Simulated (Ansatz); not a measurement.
Bi₂S₃: what each run costs

Cell: 20 atoms, space group Pnma, a = 10.907 Å, b = 3.919 Å, c = 10.822 Å, α = 90.00°, β = 90.00°, γ = 90.00°.

All runs are DFT with Ansatz 0.2.0 on 2 threads of Intel Xeon Processor @ 2.50GHz (Skylake/Cascade Lake) (x86_64; 62 cores open to the job, memory cap 5.0 GiB, no GPU), a shared host.

Question: Rank the runs by wall time, shortest first.
A. single point, PBE, 420 eV, 3×7×3 k-points, smearing 0.02 eV
B. relaxation of the ions, PBE, 420 eV, 3×7×3 k-points, smearing 0.02 eV
C. single point at relaxed positions, r2SCAN, 500 eV, 3×7×3 k-points, smearing 0.02 eV

Answer: A (64 s, 1.4 GiB), C (2.2 min, 2.2 GiB), B (3.3 min, 1.4 GiB).
